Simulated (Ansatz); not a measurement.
HfSiSe:
```xyz
6
Lattice="3.5281 0.0000 0.0000 0.0000 3.5281 0.0000 0.0000 0.0000 9.2985" Properties=species:S:1:pos:R:3 pbc="T T T"
Hf     0.0000     1.7640     7.1701
Hf     1.7640     0.0000     2.1284
Si     0.0000     0.0000     0.0000
Si     1.7640     1.7640     0.0000
Se     1.7640     0.0000     6.0258
Se     0.0000     1.7640     3.2727
```

Relaxed with r²SCAN. Special points in fractions of this cell's reciprocal vectors: Γ (0.000, 0.000, 0.000); X (0.000, 0.500, 0.000); M (0.500, 0.500, 0.000); Z (0.000, 0.000, 0.500); R (0.000, 0.500, 0.500); A (0.500, 0.500, 0.500).

Q: List the band energies nearest the Fermi level at these points for DFT-r²SCAN in the program Ansatz with PAW potentials.

A: In eV from the Fermi level; about four levels below and three above (degenerate sets whole), none deeper than 8.9 eV; points with the same levels are listed once.

```csv
k,below,above
Γ,-2.09 -2.09 -2.09 -2.05,1.09 1.86 2.14 2.14
X,-0.44 -0.44 -0.05 -0.05,3.07 3.07 3.29 3.29
M,-3.50 -3.50 -2.26 -2.26,2.05 2.05 3.34 3.34
Z,-2.59 -2.59 -2.08 -1.84 -1.84,1.08 1.96 2.09
R,-0.40 -0.40 -0.21 -0.21,2.83 2.83 3.39 3.39
A,-3.27 -3.27 -2.26 -2.26,0.92 0.92 4.35 4.35
```

Space group P4/nmm. The first step of the workflow began from a Materials Project structure, measured or hypothetical; the Crystallography Open Database files this formula in space group No. 129, but the cells were not matched. Whether it is the stable phase at ambient conditions was not checked. The r²SCAN relaxation kept the symmetry of its start; its stability against distortions is not shown here. The run is not spin-polarised. Scalar-relativistic: spin–orbit coupling is off unless named, which matters more the heavier the elements.

Potentials: the earlier of the program's two PAW sets.
